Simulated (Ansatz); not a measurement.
# Coordination and 17O quadrupole coupling in V2O5

Cell: an entry of the Crystallography Open Database (COD) whose atoms were relaxed with PBE, the cell held.

Space group Pmmn:1 (No. 59); a = 3.5550, b = 11.4800, c = 4.3600 Å.

```
site  Wyckoff  site symmetry       x       y       z
   V       4e            m..  0.0000  0.8514  0.1148
  O5       2a            mm2  0.0000  0.0000  0.0020
  O7       4e            m..  0.0000  0.8550  0.4781
 O11       4e            m..  0.5000  0.8192  0.0061
```

One atom of each set is listed; the run and its k-mesh use a cell of 14 atoms with edges of 11.48, 4.36, 3.56 Å.

Computed with Ansatz: DFT, PBE, plane waves and PAW, scalar-relativistic, 420 eV cutoff, Γ-centred 2×5×5 k-points, Fermi–Dirac smearing 0.02 eV.

Q(17O) = -25.58 mb.

Question: Rank these O sites by |C_Q|, smallest first.
A. O5: 2 V at 1.78 Å, angle 148°
B. O7: 1 V at 1.58 Å
C. O11: 3 V at 1.88–2.03 Å

Answer: B (0.744 MHz, η = 0.68), C (3.10 MHz, η = 0.70), A (3.66 MHz, η = 0.01).

At O5 V_zz points along the bisector of its two bonds (within 1°). Like point charges on the first shell alone (each adding as 1/d³) would give another order (O11 < O7 < O5): the covalent part of each bond and the atoms beyond the first shell count as well.
